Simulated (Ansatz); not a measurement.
**Zone-centre phonons of FeSi2 at 10 GPa: input and output**

These are results of DFT LDA, scalar-relativistic, plane waves, PAW in Ansatz, not measurements.

Launched with:
```bash
ansatz run input.yaml --threads 1 --pin off --max-ram 3072MiB --backend cpu --events-out ev --progress --plain --runs-dir out
```

Input (bare energies are in eV):
```yaml
crystal:
  lattice:
    - [2.6164683295, 0.0, 0.0]
    - [0.0, 2.6164683295, 0.0]
    - [0.0, 0.0, 5.011981954]
  atoms:
    - { symbol: Fe, position: [0.0, 0.0, 0.0] }
    - { symbol: Si, position: [0.5, 0.5, 0.2725877863] }
    - { symbol: Si, position: [0.5, 0.5, 0.7274122137] }
basis:
  ecutwfc: 420
kpoints:
  mp_grid: { grid: [16, 16, 8] }
hamiltonian:
  xc: lda
scf:
  occupations: { method: fermi_dirac, width: 0.15 }
output:
  eigenvalues: true
phonons:
  method: dfpt
  eigenvectors: true
```

The end of the output:
```
--- Phonons (Γ-DFPT): 4 representative perturbations + reference, on 405 of 2048 k-points (Σ response iterations 19) ---
  k mesh reduced under 4 symmetry operations, with k and −k counted as one. Each operation leaves every solved displacement unchanged or reverses it
  ASR residual: 6.120e-4 → 0.000e0 eV/Å²; symmetrization residual: 9.244e-7 eV/Å²
  ASR residual per site (eV/Å²): 6.12e-4 2.05e-5 2.05e-5
  Γ frequencies (cm⁻¹): 0.00 0.00 0.00 243.85 243.85 322.08 322.08 393.58 599.10
  non-analytic LO–TO correction: not included (Born effective charges unavailable; polar crystals: no LO–TO splitting at Γ)
```

The run took 2.1 min on 1 thread of Arm Neoverse V1, on a shared host, peak memory 1 GiB.

In a metal, frequencies and elastic constants depend on the k mesh and the smearing, soft modes and shear constants most. Spin polarisation was left out, and a magnetic state may lie lower. Other phases may be more stable at this pressure.